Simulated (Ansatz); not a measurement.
Input, command and steps of an Ansatz relaxation.

```yaml
crystal:
  lattice:
    - [3.8038212218, 2.1961372064, 4.5891562687]
    - [-3.8038212218, 2.1961372064, 4.5891562687]
    - [0.0, -4.3922744127, 4.5891562687]
  atoms:
    - { symbol: Ti, position: [0.6864126491, 0.9439527202, 0.1217027028] }
    - { symbol: Ti, position: [0.7235356168, 0.7235356168, 0.7235356168] }
    - { symbol: Ti, position: [0.1217027028, 0.6864126491, 0.9439527202] }
    - { symbol: Ti, position: [0.0560472798, 0.8782972972, 0.3135873509] }
    - { symbol: Ti, position: [0.9439527202, 0.1217027028, 0.6864126491] }
    - { symbol: Ti, position: [0.8782972972, 0.3135873509, 0.0560472798] }
    - { symbol: Ti, position: [0.2764643832, 0.2764643832, 0.2764643832] }
    - { symbol: Ti, position: [0.3135873509, 0.0560472798, 0.8782972972] }
    - { symbol: O, position: [0.0, 0.0, 0.0] }
    - { symbol: O, position: [0.7412494238, 0.8292397216, 0.4199360606] }
    - { symbol: O, position: [0.3574417497, 0.958947287, 0.2033095574] }
    - { symbol: O, position: [0.4199360606, 0.7412494238, 0.8292397216] }
    - { symbol: O, position: [0.041052713, 0.7966904426, 0.6425582503] }
    - { symbol: O, position: [0.7966904426, 0.6425582503, 0.041052713] }
    - { symbol: O, position: [0.8292397216, 0.4199360606, 0.7412494238] }
    - { symbol: O, position: [0.1707602784, 0.5800639394, 0.2587505762] }
    - { symbol: O, position: [0.2033095574, 0.3574417497, 0.958947287] }
    - { symbol: O, position: [0.958947287, 0.2033095574, 0.3574417497] }
    - { symbol: O, position: [0.5800639394, 0.2587505762, 0.1707602784] }
    - { symbol: O, position: [0.6425582503, 0.041052713, 0.7966904426] }
    - { symbol: O, position: [0.2587505762, 0.1707602784, 0.5800639394] }
basis:
  ecutwfc: 420
kpoints:
  mp_grid: { grid: [6, 6, 6] }
hamiltonian:
  xc: pbesol
scf:
  occupations: { method: gaussian, width: 0.02 }
output:
  forces: true
  stress: true
  eigenvalues: true
relax:
  adjacent_minimum: "off"
  f_tol: 0.01
  max_steps: 30
  cell: { stress_tol: 0.1, fix: [volume] }
```

```bash
ansatz run input.yaml --threads 4 --pin off --max-ram 10240MiB --backend cpu --events-out ev --progress --plain --runs-dir out
```

All numbers below come from Ansatz, DFT PBEsol, scalar-relativistic, plane waves, PAW.

The volume is held at 0.97 times that of the relaxed cell.

Of 8 frames 7 are shown, positions in Å and forces in eV/Å; the SCF threshold varies from step to step. Steps run on the plane waves of an earlier cell, with a Pulay correction in the pressure. The basis is chosen afresh for the last frame, the zero of the energies, and at times for earlier ones too; energy and pressure can step there, also at an unchanged geometry. Where two frames share a geometry here, they differ by under 2 meV/atom and 0.3 GPa. The mark taken_back stands on steps that the optimiser undid.

```xyz
21
Lattice="3.8038 2.1961 4.5892 -3.8038 2.1961 4.5892 0.0000 -4.3923 4.5892" Properties=species:S:1:pos:R:3:forces:R:3 pbc="T T T" step=1 free_energy_over_end_meV_per_atom=1.47 pressure_GPa=7.08
Ti   -0.9796    3.0460    8.0405    0.0324    0.0503   -0.0321
Ti    0.0000    0.0000    9.9613    0.0000    0.0000    0.1453
Ti   -2.1481   -2.3714    8.0405   -0.0597    0.0029   -0.0321
Ti   -3.1277    0.6746    5.7270   -0.0273    0.0532    0.0321
Ti    3.1277   -0.6746    8.0405    0.0273   -0.0532   -0.0321
Ti    2.1481    2.3714    5.7270    0.0597   -0.0029    0.0321
Ti    0.0000    0.0000    3.8062    0.0000    0.0000   -0.1453
Ti    0.9796   -3.0460    5.7270   -0.0324   -0.0503    0.0321
O     0.0000    0.0000    0.0000    0.0000    0.0000    0.0000
O    -0.3347    1.6045    9.1344   -0.1062   -0.0588   -0.1745
O    -2.2880    1.9980    6.9741    0.1636   -0.1790    0.0233
O    -1.2222   -1.0921    9.1344    0.1040   -0.0626   -0.1745
O    -2.8743   -0.9825    6.7933    0.2368    0.0522   -0.0233
O     0.5863    2.9805    6.7933   -0.0732   -0.2312   -0.0233
O     1.5569   -0.5124    9.1344    0.0022    0.1214   -0.1745
O    -1.5569    0.5124    4.6331   -0.0022   -0.1214    0.1745
O    -0.5863   -2.9805    6.9741    0.0732    0.2312    0.0233
O     2.8743    0.9825    6.9741   -0.2368   -0.0522    0.0233
O     1.2222    1.0921    4.6331   -0.1040    0.0626    0.1745
O     2.2880   -1.9980    6.7933   -0.1636    0.1790   -0.0233
O     0.3347   -1.6045    4.6331    0.1062    0.0588    0.1745
21
Lattice="3.8051 2.1969 4.5860 -3.8051 2.1969 4.5860 0.0000 -4.3938 4.5860" Properties=species:S:1:pos:R:3:forces:R:3 pbc="T T T" step=2 free_energy_over_end_meV_per_atom=0.33 pressure_GPa=6.25
Ti   -0.9867    3.0518    8.0345    0.0263   -0.0354   -0.0258
Ti    0.0000    0.0000    9.9550    0.0000    0.0000    0.0321
Ti   -2.1496   -2.3805    8.0345    0.0175    0.0404   -0.0258
Ti   -3.1363    0.6714    5.7235    0.0437    0.0051    0.0258
Ti    3.1363   -0.6714    8.0345   -0.0437   -0.0051   -0.0258
Ti    2.1496    2.3805    5.7235   -0.0175   -0.0404    0.0258
Ti    0.0000    0.0000    3.8030    0.0000    0.0000   -0.0321
Ti    0.9867   -3.0518    5.7235   -0.0263    0.0354    0.0258
O     0.0000    0.0000    0.0000    0.0000    0.0000    0.0000
O    -0.3435    1.6015    9.1200   -0.0667   -0.0059   -0.0744
O    -2.2825    1.9865    6.9705    0.0579   -0.0689    0.0150
O    -1.2152   -1.0982    9.1200    0.0385   -0.0548   -0.0744
O    -2.8616   -0.9834    6.7875    0.0886    0.0157   -0.0150
O     0.5792    2.9699    6.7875   -0.0307   -0.0846   -0.0150
O     1.5587   -0.5032    9.1200    0.0283    0.0607   -0.0744
O    -1.5587    0.5032    4.6380   -0.0283   -0.0607    0.0744
O    -0.5792   -2.9699    6.9705    0.0307    0.0846    0.0150
O     2.8616    0.9834    6.9705   -0.0886   -0.0157    0.0150
O     1.2152    1.0982    4.6380   -0.0385    0.0548    0.0744
O     2.2825   -1.9865    6.7875   -0.0579    0.0689   -0.0150
O     0.3435   -1.6015    4.6380    0.0667    0.0059    0.0744
21
Lattice="3.8027 2.1955 4.5918 -3.8027 2.1955 4.5918 0.0000 -4.3910 4.5918" Properties=species:S:1:pos:R:3:forces:R:3 pbc="T T T" step=3 free_energy_over_end_meV_per_atom=0.07 pressure_GPa=5.72
Ti   -0.9906    3.0511    8.0434    0.0288   -0.0474   -0.0126
Ti    0.0000    0.0000    9.9665    0.0000    0.0000    0.0055
Ti   -2.1470   -2.3835    8.0434    0.0267    0.0486   -0.0126
Ti   -3.1376    0.6676    5.7319    0.0554    0.0012    0.0126
Ti    3.1376   -0.6676    8.0434   -0.0554   -0.0012   -0.0126
Ti    2.1470    2.3835    5.7319   -0.0267   -0.0486    0.0126
Ti    0.0000    0.0000    3.8087    0.0000    0.0000   -0.0055
Ti    0.9906   -3.0511    5.7319   -0.0288    0.0474    0.0126
O     0.0000    0.0000    0.0000    0.0000    0.0000    0.0000
O    -0.3546    1.5991    9.1282   -0.0253    0.0089   -0.0055
O    -2.2778    1.9769    6.9807    0.0077   -0.0061    0.0027
O    -1.2076   -1.1066    9.1282    0.0049   -0.0264   -0.0055
O    -2.8509   -0.9842    6.7946    0.0092    0.0036   -0.0027
O     0.5731    2.9610    6.7946   -0.0015   -0.0097   -0.0027
O     1.5621   -0.4925    9.1282    0.0204    0.0175   -0.0055
O    -1.5621    0.4925    4.6470   -0.0204   -0.0175    0.0055
O    -0.5731   -2.9610    6.9807    0.0015    0.0097    0.0027
O     2.8509    0.9842    6.9807   -0.0092   -0.0036    0.0027
O     1.2076    1.1066    4.6470   -0.0049    0.0264    0.0055
O     2.2778   -1.9769    6.7946   -0.0077    0.0061   -0.0027
O     0.3546   -1.5991    4.6470    0.0253   -0.0089    0.0055
21
Lattice="3.8038 2.1961 4.5891 -3.8038 2.1961 4.5891 0.0000 -4.3923 4.5891" Properties=species:S:1:pos:R:3:forces:R:3 pbc="T T T" step=4 free_energy_over_end_meV_per_atom=0.28 pressure_GPa=5.70 taken_back
Ti   -0.9946    3.0409    8.0354    0.1262    0.1237    0.0970
Ti    0.0000    0.0000    9.9635    0.0000    0.0000    0.0015
Ti   -2.1362   -2.3818    8.0354   -0.1702    0.0475    0.0970
Ti   -3.1308    0.6591    5.7319   -0.0440    0.1712   -0.0970
Ti    3.1308   -0.6591    8.0354    0.0440   -0.1712    0.0970
Ti    2.1362    2.3818    5.7319    0.1702   -0.0475   -0.0970
Ti    0.0000    0.0000    3.8039    0.0000    0.0000   -0.0015
Ti    0.9946   -3.0409    5.7319   -0.1262   -0.1237   -0.0970
O     0.0000    0.0000    0.0000    0.0000    0.0000    0.0000
O    -0.3570    1.5986    9.1235   -0.0242   -0.0117   -0.0084
O    -2.2774    1.9755    6.9766   -0.0149   -0.0372   -0.0154
O    -1.2059   -1.1085    9.1235    0.0222   -0.0150   -0.0084
O    -2.8495   -0.9845    6.7908    0.0247   -0.0315    0.0154
O     0.5721    2.9600    6.7908   -0.0397   -0.0056    0.0154
O     1.5629   -0.4901    9.1235    0.0019    0.0268   -0.0084
O    -1.5629    0.4901    4.6439   -0.0019   -0.0268    0.0084
O    -0.5721   -2.9600    6.9766    0.0397    0.0056   -0.0154
O     2.8495    0.9845    6.9766   -0.0247    0.0315   -0.0154
O     1.2059    1.1085    4.6439   -0.0222    0.0150    0.0084
O     2.2774   -1.9755    6.7908    0.0149    0.0372    0.0154
O     0.3570   -1.5986    4.6439    0.0242    0.0117    0.0084
21
Lattice="3.8028 2.1956 4.5915 -3.8028 2.1956 4.5915 0.0000 -4.3911 4.5915" Properties=species:S:1:pos:R:3:forces:R:3 pbc="T T T" step=5 free_energy_over_end_meV_per_atom=0.02 pressure_GPa=5.67
Ti   -0.9862    3.0471    8.0425   -0.0154   -0.0079   -0.0081
Ti    0.0000    0.0000    9.9673    0.0000    0.0000   -0.0004
Ti   -2.1457   -2.3776    8.0425    0.0146   -0.0094   -0.0081
Ti   -3.1319    0.6694    5.7320   -0.0008   -0.0173    0.0081
Ti    3.1319   -0.6694    8.0425    0.0008    0.0173   -0.0081
Ti    2.1457    2.3776    5.7320   -0.0146    0.0094    0.0081
Ti    0.0000    0.0000    3.8072    0.0000    0.0000    0.0004
Ti    0.9862   -3.0471    5.7320    0.0154    0.0079    0.0081
O     0.0000    0.0000    0.0000    0.0000    0.0000    0.0000
O    -0.3559    1.5990    9.1282   -0.0064   -0.0071    0.0144
O    -2.2760    1.9765    6.9801   -0.0080   -0.0005   -0.0006
O    -1.2068   -1.1077    9.1282    0.0094   -0.0020    0.0144
O    -2.8497   -0.9828    6.7944   -0.0036   -0.0071    0.0006
O     0.5737    2.9593    6.7944   -0.0044    0.0067    0.0006
O     1.5627   -0.4913    9.1282   -0.0029    0.0091    0.0144
O    -1.5627    0.4913    4.6464    0.0029   -0.0091   -0.0144
O    -0.5737   -2.9593    6.9801    0.0044   -0.0067   -0.0006
O     2.8497    0.9828    6.9801    0.0036    0.0071   -0.0006
O     1.2068    1.1077    4.6464   -0.0094    0.0020   -0.0144
O     2.2760   -1.9765    6.7944    0.0080    0.0005    0.0006
O     0.3559   -1.5990    4.6464    0.0064    0.0071   -0.0144
21
Lattice="3.8031 2.1957 4.5910 -3.8031 2.1957 4.5910 0.0000 -4.3914 4.5910" Properties=species:S:1:pos:R:3:forces:R:3 pbc="T T T" step=6 free_energy_over_end_meV_per_atom=0.00 pressure_GPa=5.63
Ti   -0.9881    3.0466    8.0416   -0.0001   -0.0002    0.0069
Ti    0.0000    0.0000    9.9681    0.0000    0.0000   -0.0053
Ti   -2.1443   -2.3790    8.0416    0.0002    0.0001    0.0069
Ti   -3.1325    0.6675    5.7313    0.0002   -0.0002   -0.0069
Ti    3.1325   -0.6675    8.0416   -0.0002    0.0002    0.0069
Ti    2.1443    2.3790    5.7313   -0.0002   -0.0001   -0.0069
Ti    0.0000    0.0000    3.8048    0.0000    0.0000    0.0053
Ti    0.9881   -3.0466    5.7313    0.0001    0.0002   -0.0069
O     0.0000    0.0000    0.0000    0.0000    0.0000    0.0000
O    -0.3604    1.5982    9.1296   -0.0043    0.0115    0.0011
O    -2.2766    1.9753    6.9785    0.0019    0.0059   -0.0007
O    -1.2039   -1.1112    9.1296   -0.0078   -0.0095    0.0011
O    -2.8490   -0.9839    6.7944   -0.0041    0.0046    0.0007
O     0.5724    2.9593    6.7944    0.0060    0.0012    0.0007
O     1.5643   -0.4870    9.1296    0.0121   -0.0020    0.0011
O    -1.5643    0.4870    4.6433   -0.0121    0.0020   -0.0011
O    -0.5724   -2.9593    6.9785   -0.0060   -0.0012   -0.0007
O     2.8490    0.9839    6.9785    0.0041   -0.0046   -0.0007
O     1.2039    1.1112    4.6433    0.0078    0.0095   -0.0011
O     2.2766   -1.9753    6.7944   -0.0019   -0.0059    0.0007
O     0.3604   -1.5982    4.6433    0.0043   -0.0115   -0.0011
21
Lattice="3.8029 2.1956 4.5914 -3.8029 2.1956 4.5914 0.0000 -4.3912 4.5914" Properties=species:S:1:pos:R:3:forces:R:3 pbc="T T T" step=8 free_energy_over_end_meV_per_atom=0.00 pressure_GPa=5.64
Ti   -0.9883    3.0467    8.0427    0.0004    0.0003   -0.0017
Ti    0.0000    0.0000    9.9692    0.0000    0.0000   -0.0031
Ti   -2.1444   -2.3793    8.0427   -0.0005    0.0002   -0.0017
Ti   -3.1327    0.6675    5.7315    0.0000    0.0005    0.0017
Ti    3.1327   -0.6675    8.0427    0.0000   -0.0005   -0.0017
Ti    2.1444    2.3793    5.7315    0.0005   -0.0002    0.0017
Ti    0.0000    0.0000    3.8050    0.0000    0.0000    0.0031
Ti    0.9883   -3.0467    5.7315   -0.0004   -0.0003    0.0017
O     0.0000    0.0000    0.0000    0.0000    0.0000    0.0000
O    -0.3626    1.5988    9.1316    0.0009   -0.0032    0.0011
O    -2.2765    1.9758    6.9790   -0.0002   -0.0012   -0.0013
O    -1.2033   -1.1134    9.1316    0.0023    0.0024    0.0011
O    -2.8493   -0.9836    6.7951    0.0010   -0.0008    0.0013
O     0.5728    2.9594    6.7951   -0.0012   -0.0004    0.0013
O     1.5659   -0.4854    9.1316   -0.0033    0.0008    0.0011
O    -1.5659    0.4854    4.6426    0.0033   -0.0008   -0.0011
O    -0.5728   -2.9594    6.9790    0.0012    0.0004   -0.0013
O     2.8493    0.9836    6.9790   -0.0010    0.0008   -0.0013
O     1.2033    1.1134    4.6426   -0.0023   -0.0024   -0.0011
O     2.2765   -1.9758    6.7951    0.0002    0.0012    0.0013
O     0.3626   -1.5988    4.6426   -0.0009    0.0032   -0.0011
```

Time: 120 s on 4 threads of Oxide Virtual Turin-like Processor (Zen 5), on a shared host, peak memory 1.4 GiB.